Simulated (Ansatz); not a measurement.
Consider the following.

SrTiO₃:
```xyz
5
Lattice="3.8914 0.0000 0.0000 0.0000 3.8914 0.0000 0.0000 0.0000 3.8914" Properties=species:S:1:pos:R:3 pbc="T T T"
Sr     0.0000     0.0000     0.0000
Ti     1.9457     1.9457     1.9457
O      1.9457     0.0000     1.9457
O      0.0000     1.9457     1.9457
O      1.9457     1.9457     0.0000
```

This is the PBEsol-relaxed structure.

Question: All from PBEsol (plane waves, PAW; program Ansatz), unless another level is named. Estimate the gap with spin–orbit coupling.

Answer: 1.84 eV.

Question: Give the electron effective mass, band 3 of 3 at the edge.

Answer: 0.37 along [100], 0.37 along [110], 0.50 along [111] (mₑ).

Question: What about the electron effective mass with spin–orbit coupling, band 1 of 2 at the edge?

Answer: 1.0 along [100], 0.71 along [110], 0.59 along [111] (mₑ).

Question: Give the valence-band maximum.

Answer: at R.

Space group Pm-3m (cubic perovskite). The cell was relaxed with PBEsol under the symmetry of its start. At this level the phase is dynamically unstable (imaginary phonons). No spin polarisation was allowed. Scalar-relativistic: spin–orbit coupling is off unless named, which matters more the heavier the elements.

Potentials: the earlier of the program's two PAW sets.
